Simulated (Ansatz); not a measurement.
Zone-centre phonons of Te$_{3}$W at 2 GPa: input and output

These are results of DFT PBEsol, scalar-relativistic, plane waves, PAW in Ansatz 0.2.0, not measurements.

Launched with:
```bash
ansatz run input.yaml --threads 2 --pin off --max-ram 6144MiB --backend cpu --events-out ev --progress --plain --runs-dir out
```

Input (bare energies are in eV):
```yaml
crystal:
  lattice:
    - [5.2442408492, 0.0, 0.0]
    - [0.0, 5.2442408492, 0.0]
    - [0.0, 0.0, 5.2442408492]
  atoms:
    - { symbol: Te, position: [0.0, 0.0, 0.5] }
    - { symbol: Te, position: [0.0, 0.5, 0.0] }
    - { symbol: Te, position: [0.5, 0.0, 0.0] }
    - { symbol: W, position: [0.0, 0.0, 0.0] }
basis:
  ecutwfc: 420
kpoints:
  mp_grid: { grid: [8, 8, 8] }
hamiltonian:
  xc: pbesol
scf:
  occupations: { method: fermi_dirac, width: 0.15 }
output:
  eigenvalues: true
phonons:
  method: dfpt
  eigenvectors: true
```

The end of the output:
```
--- Phonons (Γ-DFPT): 3 representative perturbations + reference, on 125 of 512 k-points (Σ response iterations 9) ---
  k mesh reduced under 8 symmetry operations, with k and −k counted as one. Each operation leaves every solved displacement unchanged or reverses it
  ASR residual: 1.800e-3 → 0.000e0 eV/Å²; symmetrization residual: 8.744e-6 eV/Å²
  ASR residual per site (eV/Å²): 2.07e-4 2.07e-4 2.07e-4 1.80e-3
  Γ frequencies (cm⁻¹): -75.45 -75.45 -75.45 -39.13 -39.13 -39.13 0.00 0.00 0.00 210.61 210.61 210.61
  non-analytic LO–TO correction: not included (Born effective charges unavailable; polar crystals: no LO–TO splitting at Γ)
```

The run took 4.3 min on 2 threads of Intel(R) Xeon(R) Processor @ 2.50GHz (Skylake/Cascade Lake), on a shared host, peak memory 2.2 GiB.

Its imaginary modes show that this cell, built by swapping an element in a database structure, isn't a minimum of the energy. In a metal, frequencies and elastic constants depend on the k mesh and the smearing, soft modes and shear constants most. Spin–orbit coupling is left out, which can shift energies with elements as heavy as these.

Negative frequencies stand for imaginary ones: the cell is unstable against these modes.